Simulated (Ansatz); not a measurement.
Ca$_{2}$Si (space group Pnma)

```yaml
crystal:
  lattice:
    - [7.27248, 0.00000, 0.00000]
    - [0.00000, 4.74909, 0.00000]
    - [0.00000, 0.00000, 8.81450]
  atoms:
    - { symbol: Ca, position: [0.33852, 0.75000, 0.07518] }
    - { symbol: Ca, position: [0.66148, 0.25000, 0.92482] }
    - { symbol: Ca, position: [0.16148, 0.25000, 0.57518] }
    - { symbol: Ca, position: [0.83852, 0.75000, 0.42482] }
    - { symbol: Ca, position: [0.01869, 0.25000, 0.18500] }
    - { symbol: Ca, position: [0.98131, 0.75000, 0.81500] }
    - { symbol: Ca, position: [0.48131, 0.75000, 0.68500] }
    - { symbol: Ca, position: [0.51869, 0.25000, 0.31500] }
    - { symbol: Si, position: [0.75044, 0.25000, 0.60288] }
    - { symbol: Si, position: [0.24956, 0.75000, 0.39712] }
    - { symbol: Si, position: [0.74956, 0.75000, 0.10288] }
    - { symbol: Si, position: [0.25044, 0.25000, 0.89712] }
```

A phonon eigenvector at Γ is frozen into this cell: atom i moves by Q times the vector below, so Q is the largest atomic displacement, in Å. The cell is held.

| atom | x | y | z |
|---|---|---|---|
| Ca1 | 0.358 | 0.000 | -0.074 |
| Ca2 | 0.358 | 0.000 | -0.074 |
| Ca3 | -0.358 | 0.000 | -0.074 |
| Ca4 | -0.358 | 0.000 | -0.074 |
| Ca5 | -0.989 | 0.000 | 0.146 |
| Ca6 | -0.989 | 0.000 | 0.146 |
| Ca7 | 0.989 | 0.000 | 0.146 |
| Ca8 | 0.989 | 0.000 | 0.146 |
| Si9 | -0.237 | 0.000 | -0.102 |
| Si10 | -0.237 | 0.000 | -0.102 |
| Si11 | 0.237 | 0.000 | -0.102 |
| Si12 | 0.237 | 0.000 | -0.102 |

Method: LDA (plane waves to 420 eV, PAW, scalar-relativistic; Ansatz, an electronic-structure program). k mesh 4×6×3 (Γ-centred), Fermi-Dirac smearing 0.05 eV. The energy includes the smearing's −TS. Ca2Si was relaxed with its symmetry unable to fall. The zero of ΔE is the undisplaced structure.

```csv
Q (Å),ΔE (meV/cell)
-0.2800,withheld
-0.2333,892
-0.1867,571
-0.1400,321
-0.0933,143
-0.0467,36
0.0000,0
0.0467,36
0.0933,143
0.1400,321
0.1867,571
0.2333,892
0.2800,withheld
```

Fit an even polynomial form (powers 2, 4) to the given rows and predict ΔE at Q = 0.2800.

Least squares on the 11 given rows: ΔE = (16380)·Q² + (89.64)·Q⁴, in meV/cell with Q in Å; root-mean-square residual 0.2 meV/cell. At 0.2800 the fit gives 1285 meV/cell; the calculation gives 1283 meV/cell, so the extrapolation is off by 2 (+0.2 %). The quadratic term alone would give 1284 meV/cell.

(A displaced cell: forces are minus the slopes of the energy, force constants its curvatures, and phonons follow from these.)
